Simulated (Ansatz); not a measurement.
All numbers below come from Ansatz 0.2.0, DFT PBE, scalar-relativistic, plane waves, PAW. Cutoff 420 eV, Γ-centred meshes of about 0.25 Å⁻¹ or finer for metals and 0.3 Å⁻¹ for insulators (2π included), Gaussian smearing. These runs have no spin polarisation.

These are static total energies at zero pressure.

Two forms of TiMoSe₄ were relaxed alike.

A.

```
Ti Mo Se
1.0
     3.40206    0.00000    0.00000
    -1.70103    2.94627    0.00000
     0.00000    0.00000   14.34029
Ti Mo Se
1 1 4
Direct
  0.00000 0.00000 0.50000
  0.66667 0.33333 0.00000
  0.66667 0.33333 0.61450
  0.00000 0.00000 0.88557
  0.00000 0.00000 0.11443
  0.66667 0.33333 0.38549
```

B.

```
Ti Mo Se
1.0
     3.40247    0.00000    0.00000
    -1.70123    2.94662    0.00000
     0.00000    0.00000   14.36963
Ti Mo Se
1 1 4
Direct
  0.66667 0.33333 0.50000
  0.66667 0.33333 0.00000
  0.33333 0.66667 0.61426
  0.00000 0.00000 0.88582
  0.00000 0.00000 0.11418
  0.33333 0.66667 0.38574
```

**Question.** Which form is favoured at zero pressure, and by what margin per atom?

**Answer.** They are level within the accuracy (under 1 meV/atom apart). A has Ti and Mo ordered on 2H molybdenite sites, space group P-6m2 (No. 187), 24.0 Å³/atom and no gap on its mesh; B has space group P-6m2 (No. 187), 24.0 Å³/atom and no gap. Counting Se atoms around Mo and Ti (those within 1.25 times the shortest such distance or 1.15 times the sum of covalent radii), A and B both have Ti 6, Mo 6. Both come from trial cells of a structure search, whose lowest cell (P3m1, 24.4 Å³/atom) lies 53 meV/atom below the lower of the two.

Weakly bound directions are ill-defined at this level, which has no dispersion term (P-6m2 at 24.0 Å³/atom), and this can change margins and order among such cells. Trial moments fell under 0.15 μB along the way in P-6m2; another start might hold them. Cells relaxed within their symmetry can be saddle points. Some candidate types were left out of the draw beforehand, so a known form may be missing.
